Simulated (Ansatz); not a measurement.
ZnO (from a published structure), relaxed with r2SCAN, was run in the PAW code Ansatz under altered settings. All numbers are computed, without spin polarisation but where a row says otherwise.

```xyz
4
Lattice="3.2354 0.0000 0.0000 -1.6177 2.8019 0.0000 0.0000 0.0000 5.2109" Properties=species:S:1:pos:R:3 pbc="T T T"
Zn    0.0000    1.8679    2.6037
Zn    1.6177    0.9340   -0.0018
O     1.6177    0.9340    1.9768
O     0.0000    1.8679    4.5822
```

The base run's other keys:
```yaml
kpoints:
  mp_grid: { grid: [6, 6, 2] }
hamiltonian:
  xc: hse06
scf:
  occupations: { method: fixed }
  n_extra_bands: 5
```

It takes 15 iterations with 941 plane waves at 420 eV and 14 k points, and leaves a mean stress of +1.64 GPa. The gap over this mesh is 2.535 eV. It ran on 4 threads of Arm Neoverse N1, on a shared host.

Outcomes, with energy and stress as changes against the base:

| setting | outcome | ΔF (meV/atom) | Δ mean stress (GPa) | gap on the mesh (eV) | iterations | wall time |
| --- | --- | --- | --- | --- | --- | --- |
| PBE hybrid, exx coeff 0.75, omega 0.3 1/Å | converged | – | -6.6 | 5.553 | 24 | 23 s |
| PBE hybrid, exx coeff 0.5, omega 0.3 1/Å | converged | – | -3.4 | 3.898 | 21 | 22 s |
| scf.exx.max_outer_iter: 1 | refused | – | – | – | – | 1.1 s |
| scf.mixing.beta: 1.0 | converged | 0.0 | 0.0 | 2.535 | 20 | 19 s |

A dash marks a value that wasn't obtained or can't be compared. Stress is positive in compression. The base took 20 s. The base's mesh is coarse for a hybrid, so its own values aren't converged.

- PBE hybrid, exx coeff 0.75, omega 0.3 1/Å. That is 75 % exact exchange, screened with ω = 0.3 1/Å, against HSE06's 25 % screened at 0.208 1/Å. The mean stress moves by -6.6 GPa and the gap on the mesh by +3.018 eV (to 5.553). Totals of different functionals aren't comparable.
- PBE hybrid, exx coeff 0.5, omega 0.3 1/Å. That is 50 % exact exchange, screened with ω = 0.3 1/Å, against HSE06's 25 % screened at 0.208 1/Å. The mean stress moves by -3.4 GPa and the gap on the mesh by +1.363 eV (to 3.898). Totals of different functionals aren't comparable.
- scf.exx.max_outer_iter: 1. The program doesn't start. Error: invalid value for `scf.exx.max_outer_iter`: an exchange loop that starts behind the semilocal warm-up accepts no state before cycle 2, and this deck runs one: type 2 or more, or drop the key

Within 1 meV an atom, 0.1 GPa and 0.005 eV of the base stay: scf.mixing.beta: 1.0.

The program warns that its thresholds are loose for a hybrid's stress.

The meshes of the hybrids are coarse, so their gaps aren't converged to the digits shown.
